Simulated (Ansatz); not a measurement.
# AlPt: from a starting cell to a relaxed one

The relaxed structure here is a generated cell of AlPt: the first start was made by placing the elements on the sites of a structure type, and the end was not matched to a known phase here, so it may be hypothetical.

The start is a generated trial cell of AlPt in the AFLOW prototype AB_oF8_69_a_b (B24, as in TlF). A full variable-cell relaxation at zero pressure is run with PBE (plane waves to 420 eV, PAW, scalar-relativistic; Ansatz, a first-principles code). First-step values are on the input's coarse k-mesh.

Ansatz input (later rounds restart from its end on a renewed k-mesh):
Ansatz 0.2 input:
```yaml
crystal:
  lattice:
    - [0, 2.412515, 2.6693523]
    - [2.2742179, 0, 2.6693523]
    - [2.2742179, 2.412515, 0]
  atoms:
    - { symbol: Pt, position: [0, 0, 0] }
    - { symbol: Al, position: [0.5, 0.5, 0.5] }
basis: { ecutwfc: 420, ecutrho_ratio: 4, xc_grid: 2, fft_grid_basis: typed }
kpoints: { mp_grid: { grid: [12, 12, 12] } }
hamiltonian:
  xc: pbe
  dispersion: none
  pseudopotentials: { kind: paw }
scf: { occupations: { method: fermi_dirac, width: 0.05 } }
relax: { f_tol: 0.01, max_steps: 100, cell: { stress_tol: 0.02 } }
output: { forces: true, stress: true }
```

Task: How large is the pressure on the unrelaxed cell, and of which sign?

Result: +35.0 GPa (positive: the cell is compressed).

Task: What symmetry does the relaxed structure have?

Result: The space group goes from Fmmm (No. 69) to Fm-3m (No. 225); the end is rock salt type, with 2 atoms in the primitive cell.

Task: How does the volume change?

Result: +15.6 %, from 14.65 to 16.93 Å³/atom.

Task: How do the shortest distances between atoms change?

Result: The closest pairs of elements (up to four, under 3.6 Å), start → end: Al–Pt 2.27 → 2.57 Å; Pt–Pt 3.32 → 3.63 Å; Al–Al 3.32 → 3.63 Å.

Task: What band gap does the relaxed structure have at this level?

Result: Zero (metallic).

Task: What does it relax into? Give the structure.

Result: 
Space group Fm-3m (No. 225); a = b = c = 5.136 Å, α = β = γ = 90.00°

| atom | site | symmetry | x | y | z |
|---|---|---|---|---|---|
| Pt | 4a | m-3m | 0.0000 | 0.0000 | 0.0000 |
| Al | 4b | m-3m | 0.5000 | 0.5000 | 0.5000 |
(The calculation used a cell of 2 atoms; values per cell refer to that cell.)

Final values are on a 16×16×16 k-mesh of the relaxed cell. No spin polarisation in the result.

The run could not lose the symmetry of its start: the end is stationary, and may be a saddle point rather than a minimum.

All atoms sit on sites fixed by symmetry, so only the cell could relax.
